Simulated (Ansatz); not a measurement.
Rigid (100) slab of Ca, space group Fm-3m (No. 225):

```xyz
3
Lattice="3.8570 0.0000 0.0000 0.0000 3.8570 0.0000 0.0000 0.0000 22.4546" Properties=species:S:1:pos:R:3 pbc="T T T"
Ca    1.9285    1.9285    8.5000
Ca    0.0000    0.0000   11.1460
Ca    1.9285    1.9285   13.7935
```

The calculation used Ansatz 0.2.0, DFT PBEsol, scalar-relativistic, plane waves, PAW. Plane waves to 420 eV, a k mesh through Γ of 8×8×1 on the computed 4-atom cell and Gaussian smearing (0.10 eV); no spin polarisation. A dipole correction removes the field between periodic images along c.

An adatom of Ge is held over the places (i/6, j/6) of the 1×1 surface cell, counted from the highest atom (Ca), and only its height relaxes; one adatom per 14.9 Å².

Problem. What is the energy landscape, counted from the lowest point of this grid?

Solution. Energies in eV:

| i | j=0 | j=1 | j=2 | j=3 | j=4 | j=5 |
| --- | --- | --- | --- | --- | --- | --- |
| 0 | 2.02 | 1.95 | 1.67 | 1.34 | 1.67 | 1.95 |
| 1 | 1.95 | 1.88 | 1.55 | 1.19 | 1.55 | 1.88 |
| 2 | 1.67 | 1.55 | 1.14 | 0.70 | 1.14 | 1.55 |
| 3 | 1.34 | 1.19 | 0.70 | 0.00 | 0.70 | 1.19 |
| 4 | 1.67 | 1.55 | 1.14 | 0.70 | 1.14 | 1.55 |
| 5 | 1.95 | 1.88 | 1.55 | 1.19 | 1.55 | 1.88 |

Heights over the highest slab atom in Å:

```csv
i,j=0,j=1,j=2,j=3,j=4,j=5
0,2.89,2.81,2.48,2.18,2.48,2.81
1,2.81,2.70,2.36,2.04,2.36,2.70
2,2.48,2.36,1.97,1.52,1.97,2.36
3,2.18,2.04,1.52,0.36,1.52,2.04
4,2.48,2.36,1.97,1.52,1.97,2.36
5,2.81,2.70,2.36,2.04,2.36,2.70
```